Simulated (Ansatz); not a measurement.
AlRu:
```cif
data_Al4Ru4
_chemical_formula_sum 'Al4 Ru4'
_space_group_name_H-M_alt 'Cmcm'
_space_group_IT_number 63
_space_group_name_Hall '-C 2c 2'
_cell_length_a 2.97863
_cell_length_b 9.08060
_cell_length_c 4.08150
_cell_angle_alpha 90.000
_cell_angle_beta 90.000
_cell_angle_gamma 90.000
loop_
_atom_site_label
_atom_site_type_symbol
_atom_site_symmetry_multiplicity
_atom_site_Wyckoff_symbol
_atom_site_fract_x
_atom_site_fract_y
_atom_site_fract_z
_atom_site_occupancy
Al1 Al 4 c 0.00000 0.40758 0.25000 1
Ru1 Ru 4 c 0.00000 0.13573 0.25000 1
```
(The calculation used a cell of 4 atoms; values per cell refer to that cell.)

Relaxed at zero pressure with the program Ansatz at the r²SCAN level (PAW).

Q: The volume is raised by 9 % and shape and atoms relax at that volume. What pressure results, and how do the axes share the change?

A: -13.9 GPa; a 3.5 %, b 2.5 %, c 2.7 %; the energy rises by 58 meV/atom.

Q: Give the new structure.

A: 
Space group Cmcm (No. 63); a = 3.084 Å, b = 9.310 Å, c = 4.192 Å, α = β = γ = 90.00°

| atom | site | symmetry | x | y | z |
|---|---|---|---|---|---|
| Al | 4c | m2m | 0.0000 | 0.4070 | 0.2500 |
| Ru | 4c | m2m | 0.0000 | 0.1330 | 0.2500 |

The phase is kept; no other phase was compared at this pressure.

The start of the workflow was typed in or built on a structure type; neither database checked (COD, Materials Project) lists it. COD files the formula under space group No. 221, so this cell is another polymorph or a model. Its standing as an ambient phase is unchecked. The cell was relaxed with r²SCAN under the symmetry of its start; its stability against distortions is not shown here. The run is not spin-polarised. Axis ratios of metals converge slowly with the k-mesh, so a and c are less sure than the volume.

Potentials: the earlier of the program's two PAW sets.
